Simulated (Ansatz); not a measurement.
Input, command and steps of an Ansatz relaxation.

```yaml
crystal:
  lattice:
    - [3.6377425814, 0.0, 0.0]
    - [0.0, 3.6377425814, 0.0]
    - [0.0, 0.0, 3.6377425814]
  atoms:
    - { symbol: Li, position: [0.0, 0.5, 0.5], spin: 0.16 }
    - { symbol: Li, position: [0.5, 0.0, 0.5], spin: 0.16 }
    - { symbol: Li, position: [0.5, 0.5, 0.0], spin: 0.16 }
    - { symbol: V, position: [0.0, 0.0, 0.0], spin: 2.87 }
basis:
  ecutwfc: 420
kpoints:
  mp_grid: { grid: [6, 6, 6] }
hamiltonian:
  xc: pbe
scf:
  occupations: { method: gaussian, width: 0.1 }
  lower_state_search: "off"
output:
  forces: true
  stress: true
  eigenvalues: true
  populations: true
magnetization:
  spin_polarized: true
relax:
  adjacent_minimum: "off"
  f_tol: 0.04
  max_steps: 70
  cell: { stress_tol: 0.4 }
```

```bash
ansatz run input.yaml --threads 1 --pin off --max-ram 2560MiB --backend cpu --events-out ev --progress --plain --runs-dir out
```

The calculation used Ansatz, DFT PBE, scalar-relativistic, plane waves, PAW.

Of 7 frames 6 are shown, positions in Å and forces in eV/Å; the SCF threshold varies from step to step. Steps run on the plane waves of an earlier cell, with a Pulay correction in the pressure. The basis is chosen afresh for the last frame, the zero of the energies, and at times for earlier ones too; energy and pressure step there, also at an unchanged geometry. Here that happened at step 5 (-7 meV/atom, 0.8 GPa); the frames before carry an error of that size.

```xyz
4
Lattice="3.6377 0.0000 0.0000 0.0000 3.6377 0.0000 0.0000 0.0000 3.6377" Properties=species:S:1:pos:R:3:forces:R:3 pbc="T T T" step=1 free_energy_over_end_meV_per_atom=254.83 pressure_GPa=19.47
Li    0.0000    1.8189    1.8189    0.0000    0.0000    0.0000
Li    1.8189    0.0000    1.8189    0.0000    0.0000    0.0000
Li    1.8189    1.8189    0.0000    0.0000    0.0000    0.0000
V     0.0000    0.0000    0.0000    0.0000    0.0000    0.0000
4
Lattice="3.8151 0.0000 0.0000 0.0000 3.8151 0.0000 0.0000 0.0000 3.8151" Properties=species:S:1:pos:R:3:forces:R:3 pbc="T T T" step=2 free_energy_over_end_meV_per_atom=92.73 pressure_GPa=9.51
Li    0.0000    1.9075    1.9075    0.0000    0.0000    0.0000
Li    1.9075    0.0000    1.9075    0.0000    0.0000    0.0000
Li    1.9075    1.9075    0.0000    0.0000    0.0000    0.0000
V     0.0000    0.0000    0.0000    0.0000    0.0000    0.0000
4
Lattice="3.9899 0.0000 0.0000 0.0000 3.9899 0.0000 0.0000 0.0000 3.9899" Properties=species:S:1:pos:R:3:forces:R:3 pbc="T T T" step=3 free_energy_over_end_meV_per_atom=19.19 pressure_GPa=2.83
Li    0.0000    1.9949    1.9949    0.0000    0.0000    0.0000
Li    1.9949    0.0000    1.9949    0.0000    0.0000    0.0000
Li    1.9949    1.9949    0.0000    0.0000    0.0000    0.0000
V     0.0000    0.0000    0.0000    0.0000    0.0000    0.0000
4
Lattice="4.0740 0.0000 0.0000 0.0000 4.0740 0.0000 0.0000 0.0000 4.0740" Properties=species:S:1:pos:R:3:forces:R:3 pbc="T T T" step=4 free_energy_over_end_meV_per_atom=9.50 pressure_GPa=0.31
Li    0.0000    2.0370    2.0370    0.0000    0.0000    0.0000
Li    2.0370    0.0000    2.0370    0.0000    0.0000    0.0000
Li    2.0370    2.0370    0.0000    0.0000    0.0000    0.0000
V     0.0000    0.0000    0.0000    0.0000    0.0000    0.0000
4
Lattice="4.0740 0.0000 0.0000 0.0000 4.0740 0.0000 0.0000 0.0000 4.0740" Properties=species:S:1:pos:R:3:forces:R:3 pbc="T T T" step=5 free_energy_over_end_meV_per_atom=2.25 pressure_GPa=1.14
Li    0.0000    2.0370    2.0370    0.0000    0.0000    0.0000
Li    2.0370    0.0000    2.0370    0.0000    0.0000    0.0000
Li    2.0370    2.0370    0.0000    0.0000    0.0000    0.0000
V     0.0000    0.0000    0.0000    0.0000    0.0000    0.0000
4
Lattice="4.1140 0.0000 0.0000 0.0000 4.1140 0.0000 0.0000 0.0000 4.1140" Properties=species:S:1:pos:R:3:forces:R:3 pbc="T T T" step=7 free_energy_over_end_meV_per_atom=0.00 pressure_GPa=0.31
Li    0.0000    2.0570    2.0570    0.0000    0.0000    0.0000
Li    2.0570    0.0000    2.0570    0.0000    0.0000    0.0000
Li    2.0570    2.0570    0.0000    0.0000    0.0000    0.0000
V     0.0000    0.0000    0.0000    0.0000    0.0000    0.0000
```

The start puts this composition into another compound's structure type, which needn't suit it. The cell swells from 12.0 to 17.4 Å³ an atom, so the end can be far from any stable crystal. At the end the space group is Pm-3m (tolerance 0.05 Å).

It took 19 s on 1 thread of Arm Neoverse V2, on a shared host, peak memory 0.34 GiB.

The k mesh is coarse.